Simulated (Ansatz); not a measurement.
CdTe:
```xyz
2
Lattice="0.0000 3.2793 3.2793 3.2793 0.0000 3.2793 3.2793 3.2793 0.0000" Properties=species:S:1:pos:R:3 pbc="T T T"
Cd     0.0000     0.0000     0.0000
Te     4.9190     4.9190     4.9190
```

Relaxed with r²SCAN. DFT-r²SCAN in the program Ansatz with PAW potentials gives a gap of 1.16 eV.

Task: What gap does HSE06 give on the same cell (Ansatz, PAW)?

Result: 1.51 eV, 0.35 eV more. The hybrid was solved on a coarser mesh and at special points; its gap is the smallest among all of these.

```
k  v1 r²SCAN  c1 r²SCAN  v1 HSE06  c1 HSE06
-  ---------  ---------  --------  --------
Γ       0.00       1.16      0.00      1.51
X      -1.79       2.96       [?]       [?]
L      -0.74       2.20       [?]       [?]
W      -2.09       4.54       [?]       [?]
K      -1.48       3.25       [?]       [?]
```

Task: Top valence (v1) and lowest conduction level (c1) in eV from each method's valence maximum (which need not be a listed point): supply the withheld HSE06 values.

Result: 
- L, v1 HSE06: -0.78
- L, c1 HSE06: 2.60
- X, v1 HSE06: -1.87
- X, c1 HSE06: 3.35
- K, v1 HSE06: -1.55
- K, c1 HSE06: 3.68
- W, v1 HSE06: -2.18
- W, c1 HSE06: 5.11

Cost on shared cores: the r²SCAN run (SCF on a 7×7×7 mesh, then bands and DOS) around 50 core-seconds (rough), the HSE06 run (SCF on 6×6×6, then a few points) roughly 2.4 core-minutes; the tasks are unlike.

Space group F-43m (zinc blende). Symmetry was held in the r²SCAN relaxation; of distortions, only those at the zone centre were tested. Spin–orbit coupling is left out wherever it is not named.

Potentials: the earlier of the program's two PAW sets.
